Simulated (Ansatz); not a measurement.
NbCuN₂:
```cif
data_CuN2Nb
_chemical_formula_sum 'Nb1 Cu1 N2'
_space_group_name_H-M_alt 'P 1'
_space_group_IT_number 1
_cell_length_a 6.06162
_cell_length_b 6.06162
_cell_length_c 6.06162
_cell_angle_alpha 30.068
_cell_angle_beta 30.068
_cell_angle_gamma 30.068
loop_
_space_group_symop_operation_xyz
  'x, y, z'
loop_
_atom_site_label
_atom_site_type_symbol
_atom_site_fract_x
_atom_site_fract_y
_atom_site_fract_z
_atom_site_occupancy
Nb1 Nb 0.50000 0.50000 0.50000 1
Cu1 Cu 0.00000 0.00000 0.00000 1
N1 N 0.10576 0.10576 0.10576 1
N2 N 0.89424 0.89424 0.89424 1
```

Relaxed with r²SCAN. Plane-wave PAW r²SCAN (Ansatz code) gives a gap of 0.46 eV.

Q: What gap does HSE06 give on the same cell (Ansatz, PAW)?

A: 1.16 eV, 0.70 eV more. The hybrid was solved on a coarser mesh and at special points; the gap given is the minimum over both.

Cost on shared cores: the r²SCAN run (SCF on a 10×10×10 mesh, then bands and DOS) roughly 80 core-seconds, the HSE06 run (SCF on 8×8×8, then a few points) very roughly 5 core-minutes; the tasks are unlike.

Space group R-3m. The start of the workflow was typed in or built on a structure type; neither database checked (COD, Materials Project) lists it. Its standing as an ambient phase is unchecked. Symmetry was held in the r²SCAN relaxation; its stability against distortions is not shown here. The workflow began spin-polarised and lost its moments. Spin–orbit coupling is left out wherever it is not named.

Potentials: the later of the program's two PAW sets.
